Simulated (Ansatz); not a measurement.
Computed with Ansatz (plane waves, PAW, 420 eV cutoff): PBEsol, scalar-relativistic, no spin polarisation, 12×12×12 k-mesh, Gaussian smearing of 0.05 eV. The datasets are Ansatz's generated set soft_2.

The calculation on LaX2, where X is one element, gave:

```json
{"Space group": "Immm (No. 71)", "Conventional cell": "a = 2.840 Å, b = 3.878 Å, c = 10.734 Å, α = 90.00°, β = 90.00°, γ = 90.00°", "Volume": "19.70 Å³/atom", "Band gap": "zero (metallic)", "Density of states at the Fermi level": "0.98 states/(eV·atom)", "f electrons (orthogonalised atomic orbitals)": "La 0.30", "Formation energy from the elements (0 K, uncorrected)": "0.29 eV/atom (unstable against the elements)"}
```

Sites: La on 2a, X on 4i.

Question: Which element is X?
A. Re
B. W
C. Pt
D. Os

Answer: D. X is Os, so the compound is LaOs2.

The start was a prototype's sites filled with these elements. The Crystallography Open Database lists the compound in space group Fd-3m, so this is a trial structure.

No spin–orbit coupling, a notable omission for heavy elements.
